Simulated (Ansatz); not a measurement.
The relaxed structure here is a generated cell of InAs: the first start was made by placing the elements on the sites of a structure type, and the end was not matched to a known phase here, so it may be hypothetical. Known forms of InAs include space group No. 216.

The end point of a relaxation of InAs. Space group R-3m (No. 166). Method: r2SCAN (plane waves to 500 eV, PAW, scalar-relativistic; Ansatz, a first-principles code).

```cif
data_As2In2
_chemical_formula_sum 'In2 As2'
_space_group_name_H-M_alt 'P 1'
_space_group_IT_number 1
_cell_length_a 7.59827
_cell_length_b 7.59827
_cell_length_c 7.59827
_cell_angle_alpha 33.009
_cell_angle_beta 33.009
_cell_angle_gamma 33.009
loop_
_space_group_symop_operation_xyz
  'x, y, z'
loop_
_atom_site_label
_atom_site_type_symbol
_atom_site_fract_x
_atom_site_fract_y
_atom_site_fract_z
_atom_site_occupancy
In1 In 0.56548 0.56548 0.56548 1
As1 As 0.05667 0.05667 0.05667 1
In2 In 0.43452 0.43452 0.43452 1
As2 As 0.94333 0.94333 0.94333 1
```

### Question
Give the band gap at the level r2SCAN.

### Answer
0.09 eV, direct at Γ (no spin-orbit coupling).

No spin polarisation in the result.

The run could not lose the symmetry of its start: the end is stationary, and may be a saddle point rather than a minimum.

It was reached from a disturbed copy of a F-43m (No. 216) cell (zinc blende type), against which it lies +0.154 eV/atom.
